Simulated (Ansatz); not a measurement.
Al$_{2}$Cu:
```yaml
crystal:
  lattice:
    - [-2.99758, 2.99758, 2.41294]
    - [2.99758, -2.99758, 2.41294]
    - [2.99758, 2.99758, -2.41294]
  atoms:
    - { symbol: Al, position: [0.65926, 0.15926, 0.81853] }
    - { symbol: Al, position: [0.84074, 0.65926, 0.50000] }
    - { symbol: Al, position: [0.15926, 0.34074, 0.50000] }
    - { symbol: Al, position: [0.34074, 0.84074, 0.18147] }
    - { symbol: Cu, position: [0.25000, 0.25000, 0.00000] }
    - { symbol: Cu, position: [0.75000, 0.75000, 0.00000] }
```

This is the PBEsol-relaxed structure.

Problem. All from DFT-PBEsol in the program Ansatz with PAW potentials, unless another level is named. Estimate the density of states at the Fermi level.

Solution. 0.34 states/eV per atom (mean over ±0.08 eV).

Problem. What about the formation energy from the elements (no fitted shifts)?

Solution. -0.17 eV/atom.

Space group I4/mcm. The cell was relaxed with PBEsol under the symmetry of its start. The run is not spin-polarised. The references are the lowest solids computed at this level, not always the standard phases.

Potentials: the later of the program's two PAW sets.
